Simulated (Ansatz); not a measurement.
Relaxed MgB₂ (space group P6/mmm):

```yaml
crystal:
  lattice:
    - [6.14853, 0.00000, 0.00000]
    - [-1.53713, 2.66239, 0.00000]
    - [3.07427, 0.00000, 3.52750]
  atoms:
    - { symbol: Mg, position: [0.00000, 0.00000, 0.00000] }
    - { symbol: Mg, position: [0.50000, 0.00000, 0.00000] }
    - { symbol: B, position: [0.08333, 0.33333, 0.50000] }
    - { symbol: B, position: [0.58333, 0.33333, 0.50000] }
    - { symbol: B, position: [0.91667, 0.66667, 0.50000] }
    - { symbol: B, position: [0.41667, 0.66667, 0.50000] }
```

The atoms are displaced by Q × the pattern below (from a DFPT mode at L = (0.5, 0.0, 0.5), largest move 1; Q in Å), at fixed cell. (q is in reciprocal vectors of the primitive cell; the cell shown is doubled to hold the pattern.)

```json
[
 {"atom": "B3", "x": "0.866", "y": "0.500", "z": "0.000"},
 {"atom": "B4", "x": "-0.866", "y": "-0.500", "z": "0.000"},
 {"atom": "B5", "x": "-0.866", "y": "-0.500", "z": "0.000"},
 {"atom": "B6", "x": "0.866", "y": "0.500", "z": "0.000"}
]
```

Atoms not listed stay in place.

Calculation: PBE (plane waves to 420 eV, PAW, scalar-relativistic; Ansatz, an electronic-structure program). k mesh 17×17×17 (Γ-centred), Fermi-Dirac smearing 0.05 eV. With partly filled bands, energies and forces of such displacements shift with the k mesh and the smearing. MgB2 was relaxed with its symmetry unable to fall.

At one point of the scan the forces (eV/Å) are:

```tsv
atom	Fx	Fy	Fz
Mg1	0.000	0.000	0.000
Mg2	0.000	0.000	0.000
B3	-0.858	-0.495	0.000
B4	0.945	0.546	0.000
B5	0.858	0.495	0.000
B6	-0.945	-0.546	0.000
```

Q: Which point is it?
A. Q = 0.187 Å
B. Q = 0.047 Å
C. Q = 0.280 Å
D. Q = 0.140 Å

A: B, Q = 0.047 Å

(A displaced cell: forces are minus the slopes of the energy, force constants its curvatures, and phonons follow from these.)
